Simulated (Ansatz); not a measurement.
Relaxed-ion elastic tensor of Si$_{3}$N$_{4}$ in space group P6_3/m (No. 176; Si on 6h, N on 2d, N on 6h) in GPa (Voigt order), DFT-PBEsol in the program Ansatz with PAW potentials; density 3.18 g/cm³, 10.47 Å³ per atom.

```tsv
	1	2	3	4	5	6
1	408	191	114	0.0	0.0	0.0
2	191	408	114	0.0	0.0	0.0
3	114	114	532	0.0	0.0	0.0
4	0.0	0.0	0.0	96.6	0.0	0.0
5	0.0	0.0	0.0	0.0	96.6	0.0
6	0.0	0.0	0.0	0.0	0.0	109
```

Is the crystal mechanically stable?

Yes: the smallest eigenvalue of C is 96.6 GPa.

Work out the Voigt, Reuss and Hill averages.

K_V = 243, K_R = 242, K_H = 242; G_V = 122, G_R = 113, G_H = 118 GPa.

Give Young's modulus, Poisson's ratio, Pugh's ratio and the universal anisotropy index.

E = 9KG/(3K + G) = 304 GPa; ν = 0.29; K/G = 2.06 (ductile by the Pugh limit of 1.75); A_U = 5G_V/G_R + K_V/K_R − 6 = 0.40.

Estimate the sound speeds and the Debye temperature.

v_l = √((K + 4G/3)/ρ) = 11200 m/s, v_t = √(G/ρ) = 6090 m/s, mean 6790 m/s; Θ = (h/k)(3n/4πV)^(1/3) v_m = 924 K.

Solve the Christoffel equation for the three sound speeds along x, y, z.

Eigenvalues of C_ijkl n_j n_l equal ρv². In km/s, slowest first: x 5.51, 5.84, 11.32; y 5.51, 5.84, 11.32; z 5.51, 5.51, 12.94.

How much does each axis shrink under pressure?

Linear compressibilities β_i = Σ_j S_ij (j = 1 to 3): x 1.4, y 1.4, z 1.3 per TPa.

The PBEsol relaxation kept the symmetry of its start; phonons on a q-mesh show no instability.

Potentials: the earlier of the program's two PAW sets.
